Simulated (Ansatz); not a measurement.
CdS:
```
CdS
1.0
    4.12396     0.00000     0.00000
   -2.06198     3.57145     0.00000
    0.00000     0.00000     6.70929
Cd S
2 2
Direct
  0.66667   0.33333   0.00088
  0.33333   0.66667   0.50088
  0.66667   0.33333   0.62432
  0.33333   0.66667   0.12432
```

Relaxed with PBEsol. Special points in fractions of this cell's reciprocal vectors: Γ (0.000, 0.000, 0.000); M (0.500, 0.000, 0.000); K (0.333, 0.333, 0.000); A (0.000, 0.000, 0.500); L (0.500, 0.000, 0.500); H (0.333, 0.333, 0.500).

List the band energies nearest the valence-band maximum at these points for PBEsol in the plane-wave PAW code Ansatz.

In eV from the valence-band maximum; about four levels below and three above (degenerate sets whole), none deeper than 8.9 eV; points with the same levels are listed once.

| k | below | above |
|---|---|---|
| Γ | -0.78 -0.78 -0.05 0.00 0.00 | 1.09 2.68 6.36 6.36 |
| M | -2.72 -1.93 -1.34 -0.78 | 3.63 3.76 4.97 |
| K | -3.19 -1.91 -1.91 -1.70 | 4.49 5.07 5.07 |
| A | -0.40 -0.40 -0.40 -0.40 | 2.76 2.76 6.04 6.04 |
| L | -1.39 -1.39 -1.37 -1.37 | 3.36 3.36 5.27 5.27 |
| H | -2.51 -2.51 -1.15 -1.15 | 4.30 4.30 5.96 5.96 |

Space group P6_3mc (wurtzite). The cell was relaxed with PBEsol under the symmetry of its start. Scalar-relativistic: spin–orbit coupling is off unless named, which matters more the heavier the elements.

Potentials: the later of the program's two PAW sets.
